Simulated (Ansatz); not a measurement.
ScPt₃:
```
CELL_PARAMETERS angstrom
     -1.98268     1.98268     4.07389
      1.98268    -1.98268     4.07389
      1.98268     1.98268    -4.07389
ATOMIC_POSITIONS crystal
  Pt 0.50000 0.50000 0.00000
  Pt 0.75000 0.25000 0.50000
  Pt 0.25000 0.75000 0.50000
  Sc 0.00000 0.00000 0.00000
```

Relaxed with r²SCAN. Special points in fractions of this cell's reciprocal vectors: Γ (0.000, 0.000, 0.000); X (0.000, 0.000, 0.500); P (0.250, 0.250, 0.250); N (0.000, 0.500, 0.000); M (0.500, 0.500, -0.500); S (0.309, 0.691, -0.309); S0 (-0.309, 0.309, 0.309); R (-0.118, 0.118, 0.500); G (0.500, 0.500, -0.118).

Q: List the band energies nearest the Fermi level at these points for DFT-r²SCAN in the program Ansatz with PAW potentials.

A: In eV from the Fermi level; about four levels below and three above (degenerate sets whole), none deeper than 8.9 eV; points with the same levels are listed once.

```csv
k,below,above
Γ,-1.65 -1.65 -1.55 -0.65,0.84 2.37 2.48
X,-1.48 -1.41 -0.72 -0.12,0.35 0.59 2.34
P,-1.63 -1.63 -1.63 -0.50 -0.41,2.01 2.01 2.81 2.81
N,-1.90 -1.80 -1.73 -0.27,0.21 0.70 2.09
M,-0.59 -0.50 -0.50 -0.05,0.84 2.87 2.87
S,-1.57 -1.55 -0.60 -0.21,0.39 2.29 3.31
R,-1.46 -0.88 -0.81 -0.66,0.06 0.08 2.36
```

Space group I4/mmm. A made-up cell: these elements were put on the sites of a structure type; neither database checked (COD, Materials Project) lists it. COD files the formula under space group No. 221. Whether it is the stable phase at ambient conditions was not checked. Symmetry was held in the r²SCAN relaxation; its stability against distortions is not shown here. The run is not spin-polarised. Scalar-relativistic: spin–orbit coupling is off unless named, which matters more the heavier the elements.

Potentials: the earlier of the program's two PAW sets.
